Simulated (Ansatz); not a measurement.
## PbO-type BiN

Method: PBEsol, scalar-relativistic; no spin polarisation; PAW, 420 eV, 8×8×6 k-mesh, Gaussian smearing of 0.05 eV; code Ansatz. The datasets are Ansatz's generated set soft_2.

```yaml
crystal:
  lattice:
    - [4.00995, 0.00000, 0.00000]
    - [0.00000, 4.00995, 0.00000]
    - [0.00000, 0.00000, 4.86392]
  atoms:
    - { symbol: Bi, position: [0.50000, 0.00000, 0.22547] }
    - { symbol: Bi, position: [0.00000, 0.50000, 0.77453] }
    - { symbol: N, position: [0.00000, 0.00000, 0.00000] }
    - { symbol: N, position: [0.50000, 0.50000, 0.00000] }
```

The start was a prototype's sites filled with these elements, not a measured cell.

Path: Γ–X–M–Γ–Z–R–A–Z | X–R | M–A, with Γ = (0.000, 0.000, 0.000), X = (0.000, 0.500, 0.000), M = (0.500, 0.500, 0.000), Z = (0.000, 0.000, 0.500), R = (0.000, 0.500, 0.500), A = (0.500, 0.500, 0.500) in reciprocal vectors of the calculation's cell.

Task: Is it a metal or an insulator, and if it has a gap, where are the band edges on this path?

Result: A metal: bands cross the Fermi level.

Bands as a text map, energy in eV from the Fermi level (dashes), each leg drawn with the same width:
```
  3.71 |             ***   *   *         *         **   *          **      
  3.43 |                 *           *      **********                    *
  3.14 |                       ****     * **         **        ****      * 
  2.86 |*   ***           *  **  * **  *            *  * *   **            
  2.57 | * *  ***          **     ** **  *              * ***           *  
  2.29 |  *  *   *       ***        *   *            *   *                 
  2.00 |  ***     *                  * *              *                *   
  1.71 |                **  *         * *             * *                  
  1.43 | *         *                                   *              *    
  1.14 |*           *  **    **                                            
  0.86 |             * *               *                             *     
  0.57 |              *        *                       *           **      
  0.29 |                        *                                          
  0.00 |--------------**-------------**----------***----*----------********
 -0.29 |  **         *  ** *     ****              ***   *                 
 -0.57 |**  *       *  *  * *******   ****      *     **                   
 -0.86 |                   **      * *    *    *      ***                  
 -1.14 |***  *     *     *   ***********  ***       **   *     ****        
 -1.43 |** *      *          *********  **   *          **    *            
 -1.71 | ** * *  *      *   *        **       *        *     *             
 -2.00 |   *               **          *            *   *   *              
 -2.29 |  * ** **      *                *    * *     **   **               
 -2.57 |   * **   ****   **              *             *                   
 -2.86 |    ***  *    ** * *             *  *   *  * *             ***     
 -3.14 |      ***                         *         * *   **          *    
 -3.43 |       *       ****               **     * *  *   *********    **  
 -3.71 |      * *   ***   *               *       *  *       **    ***   **
 -4.00 |     **  ***   *                   *        *          ****   *    
        Γ      X      M      Γ      Z      R      A      ZX       RM      A
```

No spin–orbit coupling, a notable omission for heavy elements.
